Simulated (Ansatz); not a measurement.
Data:

Al2Ru:
Space group I4/mmm (No. 139); a = b = 3.1214 Å, c = 8.4225 Å, α = β = γ = 90.00°

```
atom  site  symmetry       x       y       z
----  ----  --------  ------  ------  ------
Al      4e       4mm  0.0000  0.0000  0.3409
Ru      2a     4/mmm  0.0000  0.0000  0.0000
```
(The calculation used a cell of 3 atoms; values per cell refer to that cell.)

This is the PBEsol-relaxed structure.

All from DFT-PBEsol in the program Ansatz with PAW potentials, unless another level is named. Give the formation energy from the elements (no fitted shifts).

-0.66 eV/atom.

What about the density of states at the Fermi level?

0.05 states/eV per atom (mean over ±0.08 eV).

Predict the gap with spin–orbit coupling.

none (metallic).

The workflow started from a Materials Project entry (that database holds measured and hypothetical structures alike); the Crystallography Open Database copy checked does not list it. With Al and Ru taken as one species the cell has the higher symmetry I4/mmm, so it may be an ordered model of a mixed-site phase. Whether it is the stable phase at ambient conditions was not checked. The cell was relaxed with PBEsol under the symmetry of its start; of distortions, only those at the zone centre were tested. No spin polarisation was allowed. Axis ratios of metals converge slowly with the k-mesh, so a and c are less sure than the volume. The references are the lowest solids computed at this level, not always the standard phases. Scalar-relativistic: spin–orbit coupling is off unless named, which matters more the heavier the elements.

Potentials: the later of the program's two PAW sets.
